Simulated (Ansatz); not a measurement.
ZrTa:
```cif
data_TaZr
_chemical_formula_sum 'Ta1 Zr1'
_space_group_name_H-M_alt 'P4/mmm'
_space_group_IT_number 123
_space_group_name_Hall '-P 4 2'
_cell_length_a 2.84895
_cell_length_b 2.84895
_cell_length_c 4.85723
_cell_angle_alpha 90.000
_cell_angle_beta 90.000
_cell_angle_gamma 90.000
loop_
_atom_site_label
_atom_site_type_symbol
_atom_site_symmetry_multiplicity
_atom_site_Wyckoff_symbol
_atom_site_fract_x
_atom_site_fract_y
_atom_site_fract_z
_atom_site_occupancy
Ta1 Ta 1 a 0.00000 0.00000 0.00000 1
Zr1 Zr 1 d 0.50000 0.50000 0.50000 1
```

Relaxed with PBEsol.

Decompose the optical modes at the zone centre into irreducible representations, and say which are infrared and Raman allowed.

Point group 4/mmm: Γ_opt = A2u + Eu. Infrared: A2u, Eu. Raman: none.

Assign frequencies (DFPT, DFT-PBEsol in the program Ansatz with PAW potentials).

A2u 94, Eu 108 cm⁻¹.

The start of the workflow was typed in or built on a structure type; neither database checked (COD, Materials Project) lists it. Whether it is the stable phase at ambient conditions was not checked. The cell was relaxed with PBEsol under the symmetry of its start. At this level the phase is mechanically unstable. The run is not spin-polarised. Its formation energy is positive at this level, so the cell may be metastable or incomplete. As this level gives no gap, phonon frequencies hold no LO–TO term and depend on the k-mesh and smearing (Fermi–Dirac, 0.1 eV here). Spin–orbit coupling is left out wherever it is not named.

Potentials: the earlier of the program's two PAW sets. The files were generated under PBE; for other functionals the program regenerates the frozen cores, and for LDA and PBEsol the local potential too.
